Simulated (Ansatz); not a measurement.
A geometry of SnO away from equilibrium: step 2 of the relaxation of a generated cell, SnO built in the beta-GaS structure type. Computed with PBE (plane waves to 420 eV, PAW, scalar-relativistic; Ansatz, an electronic-structure program). Γ-centred k-mesh 7×7×2 on the run's cell (coarser than for final values), Fermi–Dirac smearing 0.05 eV. The plane waves were selected for a different cell earlier on the path.

```yaml
crystal:
  lattice:
    - [4.00296, 0.00000, 0.00000]
    - [-2.00148, 3.46666, 0.00000]
    - [0.00000, 0.00000, 17.59235]
  atoms:
    - { symbol: Sn, position: [0.33333, 0.66667, 0.15995] }
    - { symbol: Sn, position: [0.66667, 0.33333, 0.65995] }
    - { symbol: Sn, position: [0.66667, 0.33333, 0.84005] }
    - { symbol: Sn, position: [0.33333, 0.66667, 0.34005] }
    - { symbol: O, position: [0.33333, 0.66667, 0.60801] }
    - { symbol: O, position: [0.66667, 0.33333, 0.10801] }
    - { symbol: O, position: [0.66667, 0.33333, 0.39199] }
    - { symbol: O, position: [0.33333, 0.66667, 0.89199] }
```

Problem. What forces act on the atoms (eV/Å)?

Solution. 
| atom | Fx | Fy | Fz |
|---|---|---|---|
| Sn1 | 0.00 | 0.00 | -2.39 |
| Sn2 | 0.00 | 0.00 | -2.39 |
| Sn3 | 0.00 | 0.00 | 2.39 |
| Sn4 | 0.00 | 0.00 | 2.39 |
| O5 | 0.00 | 0.00 | 1.66 |
| O6 | 0.00 | 0.00 | 1.66 |
| O7 | 0.00 | 0.00 | -1.66 |
| O8 | 0.00 | 0.00 | -1.66 |

The path ends in P6₃/mmc (No. 194). No spin polarisation in the result.

The run could not lose the symmetry of its start: the end is stationary, and may be a saddle point rather than a minimum.

The end of the path is a generated cell of SnO: the first start was made by placing the elements on the sites of a structure type, and the end was not matched to a known phase here, so it may be hypothetical. Known forms of SnO include space group No. 129.
